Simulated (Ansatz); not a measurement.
Method: DFT r2SCAN, scalar-relativistic, plane waves, PAW (Ansatz).

Structure of CuSe₂:

```
CELL_PARAMETERS angstrom
5.03787 0.00000 0.00000
0.00000 6.17785 0.00000
0.00000 0.00000 3.77041
ATOMIC_POSITIONS crystal
Cu 0.00000 0.00000 0.00000
Cu 0.50000 0.50000 0.50000
Se 0.18513 0.38571 0.00000
Se 0.81487 0.61429 0.00000
Se 0.68513 0.11429 0.50000
Se 0.31487 0.88571 0.50000
```

Settings: cutoff 500 eV, Γ-centred mesh 8×6×10 on the computed 6-atom cell, Gaussian smearing of 0.10 eV; no spin polarisation.

Levels along Γ–X–S–Y–Γ–Z–U–R–T–Z | X–U | Y–T | S–R, in eV from the Fermi level, sorted by energy at each point. Points in fractions of the primitive reciprocal vectors: Γ (0.000 0.000 0.000), X (0.500 0.000 0.000), S (0.500 0.500 0.000), Y (0.000 0.500 0.000), Z (0.000 0.000 0.500), U (0.500 0.000 0.500), R (0.500 0.500 0.500), T (0.000 0.500 0.500).
```
point k (1/Å, with 2π) band 48  band 49  band 50  band 51  band 52  band 53  band 54
    Γ             0.000    -1.84    -1.65     0.79     0.83     1.08     1.93     2.93
    -             0.089    -1.79    -1.61     0.76     0.83     0.99     1.93     2.71
    -             0.178    -1.64    -1.47     0.69     0.75     0.83     1.94     2.25
    -             0.267    -1.43    -1.24     0.39     0.57     0.82     1.77     1.93
    -             0.356    -1.17    -0.93    -0.02     0.41     0.73     1.42     1.90
    -             0.445    -0.89    -0.60    -0.46     0.20     0.52     1.33     1.82
    -             0.534    -0.90    -0.60    -0.28    -0.04     0.27     1.41     1.71
    X             0.624    -1.31    -0.31    -0.31     0.01     0.01     1.56     1.56
    -             0.696    -1.31    -0.33    -0.33    -0.06    -0.06     1.62     1.62
    -             0.769    -1.29    -0.38    -0.38    -0.25    -0.25     1.80     1.80
    -             0.842    -1.27    -0.50    -0.50    -0.45    -0.45     2.00     2.00
    -             0.914    -1.23    -0.78    -0.78    -0.54    -0.54     2.20     2.20
    -             0.987    -1.18    -1.07    -1.07    -0.63    -0.63     2.35     2.35
    -             1.060    -1.36    -1.14    -1.14    -0.70    -0.70     2.44     2.44
    S             1.132    -1.56    -1.12    -1.12    -0.73    -0.73     2.47     2.47
    -             1.221    -1.46    -1.32    -1.32    -0.51    -0.51     2.45     2.45
    -             1.310    -1.61    -1.35    -1.35    -0.17    -0.17     2.36     2.36
    -             1.399    -1.87    -1.28    -1.28     0.17     0.17     2.17     2.17
    -             1.488    -2.07    -1.22    -1.22     0.48     0.48     1.92     1.92
    -             1.577    -2.20    -1.16    -1.16     0.73     0.73     1.68     1.68
    -             1.667    -2.27    -1.12    -1.12     0.90     0.90     1.50     1.50
    Y             1.756    -2.29    -1.10    -1.10     0.96     0.96     1.43     1.43
    -             1.828    -2.19    -1.29    -0.88     0.92     0.99     1.25     1.69
    -             1.901    -2.10    -1.43    -0.62     0.89     1.02     1.20     1.99
    -             1.974    -2.01    -1.53    -0.30     0.85     1.04     1.28     2.27
    -             2.046    -1.94    -1.60     0.07     0.82     1.06     1.46     2.53
    -             2.119    -1.89    -1.63     0.44     0.80     1.07     1.68     2.74
    -             2.192    -1.85    -1.65     0.72     0.79     1.08     1.86     2.88
    Γ             2.264    -1.84    -1.65     0.79     0.83     1.08     1.93     2.93
    -             2.383    -1.92    -1.61     0.62     0.79     0.85     1.95     2.91
    -             2.502    -2.06    -1.52     0.27     0.30     0.64     1.94     2.83
    -             2.621    -2.19    -1.41    -0.36    -0.09     0.38     1.82     2.69
    -             2.740    -2.30    -1.30    -0.99    -0.39     0.03     1.66     2.48
    -             2.859    -2.33    -1.49    -1.19    -0.67    -0.33     1.53     2.21
    -             2.978    -2.17    -1.63    -1.06    -0.97    -0.64     1.53     1.92
    Z             3.098    -2.31    -1.33    -1.33    -0.88    -0.88     1.67     1.67
    -             3.187    -2.38    -1.36    -1.36    -0.85    -0.85     1.75     1.75
    -             3.276    -2.54    -1.43    -1.43    -0.74    -0.74     1.94     1.94
    -             3.365    -2.60    -1.50    -1.50    -0.53    -0.53     2.18     2.18
    -             3.454    -2.59    -1.54    -1.54    -0.19    -0.19     2.39     2.39
    -             3.543    -2.59    -1.56    -1.56     0.25     0.25     2.46     2.46
    -             3.632    -2.59    -1.56    -1.56     0.68     0.68     2.35     2.35
    U             3.721    -2.59    -1.57    -1.57     0.89     0.89     2.25     2.25
    -             3.794    -2.59    -1.55    -1.55     0.88     0.88     2.21     2.21
    -             3.866    -2.59    -1.50    -1.50     0.83     0.83     2.10     2.10
    -             3.939    -2.59    -1.39    -1.39     0.73     0.73     1.92     1.92
    -             4.012    -2.58    -1.23    -1.23     0.59     0.59     1.72     1.72
    -             4.084    -2.55    -1.01    -1.01     0.37     0.37     1.53     1.53
    -             4.157    -2.52    -0.74    -0.74     0.10     0.10     1.41     1.41
    R             4.230    -2.50    -0.57    -0.57    -0.07    -0.07     1.37     1.37
    -             4.319    -2.52    -0.69    -0.69    -0.06    -0.06     1.48     1.48
    -             4.408    -2.56    -0.96    -0.96    -0.06    -0.06     1.73     1.73
    -             4.497    -2.59    -1.28    -1.28    -0.12    -0.12     2.05     2.05
    -             4.586    -2.59    -1.58    -1.58    -0.24    -0.24     2.29     2.29
    -             4.675    -2.59    -1.84    -1.84    -0.41    -0.41     2.32     2.32
    -             4.764    -2.57    -2.05    -2.05    -0.57    -0.57     2.25     2.25
    T             4.853    -2.52    -2.14    -2.14    -0.63    -0.63     2.22     2.22
    -             4.926    -2.56    -2.06    -2.06    -0.62    -0.62     2.19     2.19
    -             4.998    -2.58    -1.93    -1.93    -0.61    -0.61     2.12     2.12
    -             5.071    -2.54    -1.81    -1.81    -0.60    -0.60     2.01     2.01
    -             5.144    -2.46    -1.68    -1.68    -0.64    -0.64     1.88     1.88
    -             5.216    -2.38    -1.54    -1.54    -0.72    -0.72     1.76     1.76
    -             5.289    -2.33    -1.40    -1.40    -0.82    -0.82     1.70     1.70
    Z             5.362    -2.31    -1.33    -1.33    -0.88    -0.88     1.67     1.67
    X             5.362    -1.31    -0.31    -0.31     0.01     0.01     1.56     1.56
    -             5.481    -1.49    -0.56    -0.56     0.13     0.13     1.69     1.69
    -             5.600    -1.80    -1.03    -1.03     0.31     0.31     1.94     1.94
    -             5.719    -2.07    -1.41    -1.41     0.45     0.45     2.14     2.14
    -             5.838    -2.33    -1.56    -1.56     0.58     0.58     2.25     2.25
    -             5.957    -2.50    -1.58    -1.58     0.72     0.72     2.28     2.28
    -             6.076    -2.57    -1.57    -1.57     0.84     0.84     2.27     2.27
    U             6.195    -2.59    -1.57    -1.57     0.89     0.89     2.25     2.25
    Y             6.195    -2.29    -1.10    -1.10     0.96     0.96     1.43     1.43
    -             6.314    -2.22    -1.04    -1.04     0.70     0.70     1.55     1.55
    -             6.433    -2.17    -0.92    -0.92     0.17     0.17     1.76     1.76
    -             6.552    -2.16    -0.88    -0.88    -0.39    -0.39     1.97     1.97
    -             6.671    -2.21    -1.20    -1.20    -0.61    -0.61     2.12     2.12
    -             6.790    -2.31    -1.66    -1.66    -0.62    -0.62     2.20     2.20
    -             6.909    -2.45    -2.00    -2.00    -0.63    -0.63     2.22     2.22
    T             7.028    -2.52    -2.14    -2.14    -0.63    -0.63     2.22     2.22
    S             7.028    -1.56    -1.12    -1.12    -0.73    -0.73     2.47     2.47
    -             7.147    -1.67    -1.05    -1.05    -0.72    -0.72     2.45     2.45
    -             7.266    -1.96    -0.94    -0.94    -0.67    -0.67     2.38     2.38
    -             7.385    -2.28    -0.85    -0.85    -0.53    -0.53     2.22     2.22
    -             7.504    -2.49    -0.76    -0.76    -0.37    -0.37     1.97     1.97
    -             7.623    -2.53    -0.67    -0.67    -0.21    -0.21     1.69     1.69
    -             7.742    -2.51    -0.60    -0.60    -0.11    -0.11     1.46     1.46
    R             7.861    -2.50    -0.57    -0.57    -0.07    -0.07     1.37     1.37
```

Cost: 1 run of about 6.6 core-minutes, on Arm Neoverse V1 (shared hosts).